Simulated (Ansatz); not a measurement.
SiO$_{2}$ (alpha-cristobalite type, space group P4_12_12)

```
SiO2
1.0
    5.08278     0.00000     0.00000
    0.00000     5.08278     0.00000
    0.00000     0.00000     7.09805
Si O
4 8
Direct
  0.29405   0.29405   0.00000
  0.79405   0.20595   0.75000
  0.20595   0.79405   0.25000
  0.70595   0.70595   0.50000
  0.24110   0.09387   0.17444
  0.74110   0.40613   0.57556
  0.25890   0.59387   0.07556
  0.75890   0.90613   0.67444
  0.90613   0.75890   0.32556
  0.40613   0.74110   0.42444
  0.59387   0.25890   0.92444
  0.09387   0.24110   0.82556
```

A phonon eigenvector at Γ is frozen into this cell: atom i moves by Q times the vector below, so Q is the largest atomic displacement, in Å. The cell is held.

```csv
atom,x,y,z
Si1,0.006,0.006,0.000
Si2,-0.006,0.006,0.000
Si3,0.006,-0.006,0.000
Si4,-0.006,-0.006,0.000
O5,-0.164,-0.812,0.560
O6,0.164,-0.812,0.560
O7,-0.164,0.812,0.560
O8,0.164,0.812,0.560
O9,0.812,0.164,-0.560
O10,-0.812,0.164,-0.560
O11,0.812,-0.164,-0.560
O12,-0.812,-0.164,-0.560
```

Method: PBE (plane waves to 420 eV, PAW, scalar-relativistic; Ansatz, a quantum-chemistry and plane-wave program). k mesh 5×5×4 (Γ-centred), Fermi-Dirac smearing 0.05 eV. SiO2 was relaxed with its symmetry unable to fall. The PAW data are Ansatz's earlier set.

At one point of the scan the forces (eV/Å) are:

```
atom       Fx       Fy      Fz
----  -------  -------  ------
Si1    -0.285   -0.285   0.000
Si2    -0.268    0.268   0.000
Si3     0.268   -0.268   0.000
Si4     0.285    0.285   0.000
O5     -2.565  -10.395   9.705
O6      2.105  -12.878   6.388
O7     -2.105   12.878   6.388
O8      2.565   10.395   9.705
O9     10.395    2.565  -9.705
O10   -12.878    2.105  -6.388
O11    12.878   -2.105  -6.388
O12   -10.395   -2.565  -9.705
```

Which point is it?
A. Q = -0.180 Å
B. Q = -0.090 Å
C. Q = -0.060 Å
D. Q = -0.150 Å

A, Q = -0.180 Å

(A displaced cell: forces are minus the slopes of the energy, force constants its curvatures, and phonons follow from these.)
